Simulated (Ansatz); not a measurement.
**Notes on Li4Ge2B**

```yaml
crystal:
  lattice:
    - [4.49764, 0.00000, 0.00000]
    - [-2.24882, 3.89507, 0.00000]
    - [-2.24882, 1.29836, 6.15769]
  atoms:
    - { symbol: Ge, position: [0.40695, 0.59305, 0.22085] }
    - { symbol: Ge, position: [0.26645, 0.73355, 0.79935] }
    - { symbol: B, position: [0.12440, 0.87560, 0.37320] }
    - { symbol: Li, position: [0.83600, 0.16400, 0.50800] }
    - { symbol: Li, position: [0.70060, 0.29940, 0.10180] }
    - { symbol: Li, position: [0.99670, 0.00330, 0.99010] }
    - { symbol: Li, position: [0.54100, 0.45900, 0.62300] }
```

Level: r2SCAN, no spin polarisation; 500 eV; 8×8×8 Γ-centred mesh; gaussian occupations (width 0.0444 eV); Ansatz 0.2.0, fixed geometry.

(1) What is the formation energy?

(2) Describe some of the short contacts.

(3) What does the stress say?

(4) Which atom feels the largest force, and which way?

(5) Metal or insulator?

Origin: a database entry at a rescaled volume.

Results:

(1) 0.16 eV an atom against the elements' usual phases (free molecules for gases, crystals otherwise, with no correction for O₂ or N₂), so at this geometry it isn't bound against them. Relaxing would lower it.

(2) B–Li at 2.36 Å: least valence density 0.12 e/Å³ and ELF 0.04 there. Ge–Li at 2.48 Å: least valence density 0.12 e/Å³ and ELF 0.04 there. Li–Li at 2.50 Å: least valence density 0.05 e/Å³ and ELF 0.09 there. Both are smooth PAW fields, read partly inside the augmentation spheres.

(3) The pressure is -4.5 GPa (compression positive), so with the atoms held at these fractions the cell would first shrink. The principal stresses -6.1, -6.1, -1.3 GPa differ, so its shape would change too.

(4) The largest is on Ge2: 0.79 eV/Å, components (0.00, 0.00, -0.79). It makes 180° with the line to a nearest neighbour, Ge1 at 2.60 Å, pointing away from it.

(5) It is a metal, with about 2.7 states/eV a cell as the mean within 0.25 eV of the Fermi level, mostly Ge p (44 %) and B p (26 %).
